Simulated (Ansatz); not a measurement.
## Field gradients of SnC2S2N2 from run to run

Cell of run 1: a COD entry, atoms as given.

```cif
data_SnC2S2N2
_symmetry_space_group_name_H-M 'P-1'
_symmetry_Int_Tables_number 2
_cell_length_a 4.9240
_cell_length_b 5.6650
_cell_length_c 10.2420
_cell_angle_alpha 100.620
_cell_angle_beta 96.870
_cell_angle_gamma 93.330
loop_
_atom_site_label
_atom_site_type_symbol
_atom_site_symmetry_multiplicity
_atom_site_Wyckoff_symbol
_atom_site_fract_x
_atom_site_fract_y
_atom_site_fract_z
Sn Sn 2 i 0.1712 0.1862 0.7438
C3 C 2 i 0.8140 0.5970 0.6290
C5 C 2 i 0.2030 0.7470 0.0010
S7 S 2 i 0.7348 0.8602 0.5958
S9 S 2 i 0.3773 0.7159 0.8755
N11 N 2 i 0.0830 0.7750 0.0930
N13 N 2 i 0.8630 0.4130 0.6520
```

One atom of each set is listed.

Relaxed positions (PBE, cell held):

Sn (0.1732, 0.1932, 0.7426)
C3 (0.8107, 0.6024, 0.6259)
C5 (0.2011, 0.7501, 0.9979)
S7 (0.7358, 0.8637, 0.5932)
S9 (0.3737, 0.7186, 0.8710)
N11 (0.0840, 0.7761, 0.0930)
N13 (0.8549, 0.4103, 0.6488)

All runs are DFT with Ansatz 0.2.0 (plane waves and PAW, scalar-relativistic unless spin–orbit coupling is named, Γ-centred meshes, Fermi–Dirac smearing where given) in this cell.

Run 1: PBE, atoms as given; 420 eV, 6×5×3 k-points, smearing 0.02 eV.
Run 2: PBE, atoms relaxed; 420 eV, 6×5×3 k-points, smearing 0.02 eV.
Run 3: r2SCAN, at the relaxed atoms; 500 eV, 6×5×3 k-points, smearing 0.02 eV.

```tsv
run	Sn V_zz (η)	S7 V_zz (η)	N13 V_zz (η)
1	-15.30 (0.15)	21.1 (0.38)	-3.60 (0.34)
2	-13.80 (0.15)	19.61 (0.38)	-2.75 (0.49)
3	?	?	?
```

V_zz in 10²¹ V/m²; 3 of the 7 sets of like atoms are followed.

Problem. Estimate the row of run 3.

Solution. Sn: -14.88 (0.12); S7: 20.0 (0.37); N13: -2.75 (0.47). It lies nearest to run 2, from whose tensors on these sites it differs by 1.16 at most (largest principal value of the difference, on Sn). Taken one at a time, the positions of the atoms (as given or relaxed) move the tensors on these sites by up to 1.86 (largest principal value of the change, on Sn), the functional (r2SCAN with its higher cutoff) by 1.16 (Sn).

Without spin–orbit coupling (the program notes it for Sn) the gradients are little affected as a rule: paired runs on crystals with a gap mostly move them by under 2 % at such atoms. The database entry as given showed forces above 3 eV/Å or a pressure above 30 GPa, though relaxing it moves no atom far. With these PAW files V_zz is typically within 2 to 3 % of all-electron values, but misses above 10 % occur on Sn. In runs 1, 3 the atoms aren't at the calculated equilibrium (largest force 4.4, 0.70 eV/Å).
